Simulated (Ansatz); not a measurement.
KTaO$_{3}$ (cubic perovskite, space group No. 221), a = 3.9901 Å, b = 3.9901 Å, c = 3.9901 Å, α = 90.00°, β = 90.00°, γ = 90.00°.

Relaxed with r²SCAN. r²SCAN (plane waves, PAW; program Ansatz) gives a gap of 2.63 eV.

Question: What gap does HSE06 give on the same cell (Ansatz, PAW)?

Answer: 3.57 eV, 0.94 eV more. The hybrid was solved on a coarser mesh and at special points; its gap is the smallest among all of these.

```
k  v1 r²SCAN  c1 r²SCAN  v1 HSE06  c1 HSE06
-  ---------  ---------  --------  --------
Γ      -0.64       2.63     -0.65      3.57
R       0.00       6.92         …         …
M      -0.04       5.48         …         …
X      -0.87       2.78         …         …
```

Question: Top valence (v1) and lowest conduction level (c1) in eV from each method's valence maximum (which need not be a listed point): supply the withheld HSE06 values.

Answer: 
- R, v1 HSE06: 0.00
- R, c1 HSE06: 8.25
- M, v1 HSE06: -0.04
- M, c1 HSE06: 6.65
- X, v1 HSE06: -0.90
- X, c1 HSE06: 3.73

Cost on shared cores: the r²SCAN run (SCF on a 7×7×7 mesh, then bands and DOS) about 30 core-seconds (a rough figure), the HSE06 run (SCF on 4×4×4, then a few points) around 70 core-seconds (rough); the tasks are unlike.

Space group Pm-3m (cubic perovskite). The r²SCAN relaxation kept the symmetry of its start; phonons on a q-mesh show weakly imaginary modes. The run is not spin-polarised. Spin–orbit coupling is left out wherever it is not named.

Potentials: the later of the program's two PAW sets.
